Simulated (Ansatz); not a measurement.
Here is the system:

VSi$_{2}$:
```cif
data_Si4V2
_chemical_formula_sum 'Si4 V2'
_space_group_name_H-M_alt 'P 1'
_space_group_IT_number 1
_cell_length_a 4.86074
_cell_length_b 4.86074
_cell_length_c 4.86074
_cell_angle_alpha 104.218
_cell_angle_beta 104.218
_cell_angle_gamma 120.583
loop_
_space_group_symop_operation_xyz
  'x, y, z'
loop_
_atom_site_label
_atom_site_type_symbol
_atom_site_fract_x
_atom_site_fract_y
_atom_site_fract_z
_atom_site_occupancy
Si1 Si 0.65458 0.15458 0.80916 1
Si2 Si 0.84542 0.65458 0.50000 1
Si3 Si 0.15458 0.34542 0.50000 1
Si4 Si 0.34542 0.84542 0.19084 1
V1 V 0.25000 0.25000 0.00000 1
V2 V 0.75000 0.75000 0.00000 1
```

This is the PBE-relaxed structure.

Question: All from PBE (plane waves, PAW; program Ansatz), unless another level is named. Predict the electronic character.

Answer: metallic (no gap).

Question: Predict the formation energy from the elements (no fitted shifts).

Answer: -0.13 eV/atom.

Question: Predict the density of states at the Fermi level.

Answer: 0.66 states/eV per atom (mean over ±0.08 eV).

Space group I4/mcm. A made-up cell: these elements were put on the sites of a structure type; neither database checked (COD, Materials Project) lists it. COD files the formula under space group No. 181, so this cell is another polymorph or a model. Its standing as an ambient phase is unchecked. Symmetry was held in the PBE relaxation; whether a distortion lowers the energy is not shown. The workflow began spin-polarised and lost its moments. The references are the lowest solids computed at this level, not always the standard phases.

Potentials: the later of the program's two PAW sets.
